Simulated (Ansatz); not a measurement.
Problem. Name crystals whose computed values (r²SCAN (plane waves, PAW; program Ansatz)) fall in these windows: G_Hill (GPa) 100 to 140; electron conductivity mass (mₑ) 0.18 to 0.25; ε0 7.8 to 10.

Solution. 

| crystal | G_Hill (GPa) | electron conductivity mass (mₑ) | ε0 |
|---|---|---|---|
| AlGa3N4, P-43m (Al on 1a, Ga on 3c, N on 4e) | 117 | 0.22 | 9.36 |
Others may fit too.

Standing as an ambient phase not checked: AlGa3N4, P-43m (Al on 1a, Ga on 3c, N on 4e). Perhaps ordered models of mixed-site phases: AlGa3N4, P-43m (Al on 1a, Ga on 3c, N on 4e). The cell was relaxed under the symmetry of its start. Spin–orbit coupling is left out wherever it is not named.

Potentials: the later of the program's two PAW sets.
